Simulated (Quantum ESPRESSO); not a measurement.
# Si2Ge5C: a curve over one atom's position

A calculation, not a measurement. The program is pw.x of Quantum ESPRESSO 7.5 (plane-wave density functional theory). The cell is made up: 8 atoms on a zincblende/diamond lattice, with randomly drawn elements, strain and displacements, not relaxed. PseudoDojo standard norm-conserving files (v0.5 for PBE, v0.4.1 for LDA and PBEsol) set the functional; there is no spin polarisation, spin-orbit coupling or dispersion term, and the masses in the input are unused placeholders.

Seven runs move atom 2 (Ge, counted in the order of the input) along y and keep all else fixed.

Input of the run at +0.0013:

```
&control calculation='scf', pseudo_dir='./dojo.nc.sr.pbe.v0_5.standard.upf', outdir='./o', disk_io='low', tprnfor=.true., tstress=.true. /
&system ibrav=0, nat=8, ntyp=3, nbnd=51, ecutwfc=82.02448710, nosym=.true., tot_charge=0,
 occupations='smearing', smearing='fd', degauss=0.0073498644
/
&electrons conv_thr=7.350e-09, electron_maxstep=60, /
ATOMIC_SPECIES
C 1.0 C.upf
Ge 1.0 Ge.upf
Si 1.0 Si.upf
CELL_PARAMETERS angstrom
5.7966 -0.0358 -0.0271
-0.0358 5.7937 -0.0187
-0.0271 -0.0187 5.7098
ATOMIC_POSITIONS angstrom
Si 0.1848 0.0187 0.0235
Ge -0.0192 2.7954 2.7465
Si 2.9224 0.039 2.8904
Ge 2.8414 2.8849 -0.1593
C 1.4153 1.4574 1.512
Ge 1.3556 4.4738 4.1246
Ge 4.2951 1.326 4.2393
Ge 4.314 4.1828 1.381
K_POINTS automatic
6 6 6 1 1 1
```

```
shift of atom 2 along y (Å)  free energy less that of the input shown (eV)  Fx on atom 2 (eV/Å)  Fy on atom 2 (eV/Å)  Fz on atom 2 (eV/Å)  pressure (GPa)  iterations
                    -0.0857                                        -0.0543                1.174               -0.264               -0.583           -8.08          11
                    -0.0611                                        -0.0453                1.155               -0.467               -0.514           -8.07          11
                    +0.0013                                         0.0000                1.111               -0.989               -0.343           -7.98          11
                    +0.0324                                         0.0348                1.093               -1.252               -0.260           -7.92          11
                    +0.0913                                         0.1233                1.063               -1.753               -0.107           -7.76          11
                    +0.1111                                         0.1597                1.055               -1.922               -0.057           -7.69          11
                    +0.1301                                         0.1978                1.048               -2.083               -0.010           -7.62          11
```

A cubic fit gives dFy/dy = -8.44 eV/Å² at zero shift. Across the table the free energy follows the integral of the force to within 0.1 meV. A rerun of one of the cells at 1347 eV and a 8 x 8 x 8 mesh moved values by no more than 0.003 eV in energy, 0.02 GPa in stress and 0.006 eV/Å in force.